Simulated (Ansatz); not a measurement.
Ca₃GeO:
```cif
data_Ca3GeO
_chemical_formula_sum 'Ca3 O1 Ge1'
_space_group_name_H-M_alt 'P 1'
_space_group_IT_number 1
_cell_length_a 4.67002
_cell_length_b 4.67002
_cell_length_c 4.67002
_cell_angle_alpha 90.000
_cell_angle_beta 90.000
_cell_angle_gamma 90.000
loop_
_space_group_symop_operation_xyz
  'x, y, z'
loop_
_atom_site_label
_atom_site_type_symbol
_atom_site_fract_x
_atom_site_fract_y
_atom_site_fract_z
_atom_site_occupancy
Ca1 Ca 0.50000 0.50000 0.00000 1
Ca2 Ca 0.00000 0.50000 0.50000 1
Ca3 Ca 0.50000 0.00000 0.50000 1
O1 O 0.50000 0.50000 0.50000 1
Ge1 Ge 0.00000 0.00000 0.00000 1
```

Relaxed with PBEsol.

Tabulate the valence density and the electron localisation function along the shortest Ca–Ge contact (3.30 Å), the program Ansatz at the PBEsol level (PAW).



```tsv
distance from Ca (Å)	density (e/Å³)	ELF
0.33	5.60	0.83
0.50	3.90	0.86
0.66	2.17	0.85
0.83	0.98	0.74
0.99	0.40	0.41
1.16	0.19	0.13
1.32	0.12	0.10
1.49	0.11	0.21
1.65	0.13	0.47
1.82	0.16	0.65
1.98	0.21	0.68
2.15	0.29	0.59
2.31	0.41	0.47
2.48	0.67	0.40
2.64	1.46	0.28
2.81	4.70	0.11
2.97	16.75	0.03
```

The density is the valence pseudo-density with augmentation charge, so density and ELF within about 1 Å of a nucleus are not all-electron values.

Space group Pm-3m (anti-perovskite). The workflow started from an entry of the Crystallography Open Database (COD), which files this formula under 2 space groups. Whether it is the stable phase at ambient conditions was not checked. Symmetry was held in the PBEsol relaxation; whether a distortion lowers the energy is not shown.

Potentials: the later of the program's two PAW sets.
